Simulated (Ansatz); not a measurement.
# As, first-principles data

As:
```cif
data_As2
_chemical_formula_sum 'As2'
_space_group_name_H-M_alt 'P 1'
_space_group_IT_number 1
_cell_length_a 3.09507
_cell_length_b 3.09507
_cell_length_c 4.64549
_cell_angle_alpha 90.000
_cell_angle_beta 90.000
_cell_angle_gamma 120.000
loop_
_space_group_symop_operation_xyz
  'x, y, z'
loop_
_atom_site_label
_atom_site_type_symbol
_atom_site_fract_x
_atom_site_fract_y
_atom_site_fract_z
_atom_site_occupancy
As1 As 0.33333 0.66667 0.25000 1
As2 As 0.66667 0.33333 0.75000 1
```

Space group P6_3/mmc (No. 194), hcp (Mg type); conventional cell a = b = 3.095 Å, c = 4.645 Å, α = β = 90.00°, γ = 120.00°.

Method: plane-wave PAW PBE (Ansatz code). Structure relaxed to zero pressure with the same functional. Other levels are named where they apply.

**Cell and energy**

Volume per atom: 19.27 Å³
Density: 6.46 g/cm³

**Electronic structure**

- Electronic character: metallic (no gap)
- Density of states at the Fermi level: 0.64 states/eV per atom (mean over ±0.08 eV)

The cell is a constructed one: a structure type filled with these elements; neither database checked (COD, Materials Project) lists it. It is not the phase usual at ambient conditions (space group No. 166). The cell was relaxed with PBE under the symmetry of its start; whether a distortion lowers the energy is not shown. Scalar-relativistic: spin–orbit coupling is off unless named, which matters more the heavier the elements.

Potentials: the later of the program's two PAW sets.
